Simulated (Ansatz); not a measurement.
Here is the system:

C:
```xyz
8
Lattice="-2.4292 2.4292 2.4292 2.4292 -2.4292 2.4292 2.4292 2.4292 -2.4292" Properties=species:S:1:pos:R:3 pbc="T T T"
C      0.7906     0.7906     0.7906
C      1.6386     1.6386    -1.6386
C      1.6386    -1.6386     1.6386
C     -1.6386     1.6386     1.6386
C      0.7906     0.7906    -0.7906
C      1.6386     1.6386     1.6386
C      0.7906    -0.7906     0.7906
C     -0.7906     0.7906     0.7906
```

This is the r²SCAN-relaxed structure.

All from r²SCAN (plane waves, PAW; program Ansatz), unless another level is named. Predict the Poisson's ratio.

0.22.

Give the elastic constants (relaxed ions, GPa).

C11 = 514, C12 = 225, C44 = 303.

Space group Im-3m. The start of the workflow was typed in or built on a structure type; neither database checked (COD, Materials Project) lists it. It is not the phase usual at ambient conditions (space group No. 194, 227). The r²SCAN relaxation kept the symmetry of its start; its stability against distortions is not shown here.

Potentials: the earlier of the program's two PAW sets.
